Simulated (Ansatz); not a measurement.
Two inputs for SnSe with Te replacing Se

Cell: a supercell of SnSe (space group Pnma) built from a Materials Project structure (computed, not necessarily an observed phase), with all atoms left at the host's positions.

Space group Pm (No. 6); a = 9.4018, b = 8.2525, c = 11.6645 Å.

| site | Wyckoff | site symmetry | x | y | z |
| --- | --- | --- | --- | --- | --- |
| Sn1 | 2c | 1 | 0.1883 | 0.2500 | 0.6188 |
| Sn2 | 2c | 1 | 0.6883 | 0.2500 | 0.6188 |
| Sn5 | 1b | m | 0.4383 | 0.5000 | 0.8812 |
| Sn6 | 1b | m | 0.9383 | 0.5000 | 0.8812 |
| Sn7 | 1a | m | 0.4383 | 0.0000 | 0.8812 |
| Sn8 | 1a | m | 0.9383 | 0.0000 | 0.8812 |
| Sn9 | 1b | m | 0.3117 | 0.5000 | 0.3812 |
| Sn10 | 1b | m | 0.8117 | 0.5000 | 0.3812 |
| Sn11 | 1a | m | 0.3117 | 0.0000 | 0.3812 |
| Sn12 | 1a | m | 0.8117 | 0.0000 | 0.3812 |
| Sn13 | 2c | 1 | 0.0617 | 0.2500 | 0.1188 |
| Sn14 | 2c | 1 | 0.5617 | 0.2500 | 0.1188 |
| Te | 1b | m | 0.2546 | 0.5000 | 0.1486 |
| Se18 | 1b | m | 0.7546 | 0.5000 | 0.1486 |
| Se19 | 1a | m | 0.2546 | 0.0000 | 0.1486 |
| Se20 | 1a | m | 0.7546 | 0.0000 | 0.1486 |
| Se21 | 1b | m | 0.4954 | 0.5000 | 0.6486 |
| Se22 | 1b | m | 0.9954 | 0.5000 | 0.6486 |
| Se23 | 1a | m | 0.4954 | 0.0000 | 0.6486 |
| Se24 | 1a | m | 0.9954 | 0.0000 | 0.6486 |
| Se25 | 2c | 1 | 0.0046 | 0.2500 | 0.3514 |
| Se26 | 2c | 1 | 0.5046 | 0.2500 | 0.3514 |
| Se29 | 2c | 1 | 0.2454 | 0.2500 | 0.8514 |
| Se30 | 2c | 1 | 0.7454 | 0.2500 | 0.8514 |

One atom of each set is listed; the run and its k-mesh use a cell of 32 atoms with edges of 11.66, 8.25, 9.40 Å.

Reference run. All values are calculated (Ansatz; DFT, PBE, plane waves and PAW, scalar-relativistic, 420 eV cutoff, Γ-centred 2×3×2 k-points, Fermi–Dirac smearing 0.01 eV), not measured.

(1) The input is changed as follows: `scf.mixing.algorithm`: not typed → msr1; `scf.mixing.beta`: not typed → 0.9; `scf.mixing.ndim`: not typed → 16; `scf.occupations.width`: 0.01 → 0.2. What happens to V_zz (10²¹ V/m²) and η?

Answers

(1) 

```csv
site,V_zz reference,η reference,V_zz changed,η changed
Sn1,-10.66,0.41,-10.44,0.42
Sn6,-11.04,0.39,-10.83,0.40
Sn7,-10.85,0.38,-10.64,0.39
Sn9,-13.44,0.00,-13.21,0.01
Sn10,-10.75,0.39,-10.52,0.41
Sn11,-10.82,0.39,-10.58,0.41
Sn12,-10.90,0.39,-10.67,0.40
Sn13,-12.36,0.64,-12.08,0.65
Sn14,-10.67,0.40,-10.41,0.41
Te,-12.36,0.06,-12.19,0.11
Se19,-8.52,0.05,-8.55,0.01
Se25,-8.17,0.13,-8.11,0.16
```

The largest change of V_zz is on Sn13, from -12.36 to -12.08. In per cent, |V_zz| changes by -2 on Sn, -1 on Te, -1 to 0 on Se (all sites that start above 0.5). The table leaves out 12 of the 24 sites, with |V_zz| up to 10.85; their tensors move by 0.29 at most along any direction. The statements above cover all sites. SCF iterations: 7 and 9. In the changed run the smearing of 0.20 eV is wide against a gap of 0.8 eV, yet the gradients stay close to the reference.

On the reference run: The defect repeats with the cell of 32 atoms, so it feels its images: sites between two images don't show the values beside a lone defect, and zeros or small values of η there can come from the images' arrangement. Se and Sn carry a gradient in the pure host already, so the values there aren't the defect's effect alone. Without spin–orbit coupling the gradients at and beside Te can be off by some per cent, at some sites by more. The neighbours have not yet relaxed around the defect (largest force 1.6 eV/Å), so a real crystal will differ.
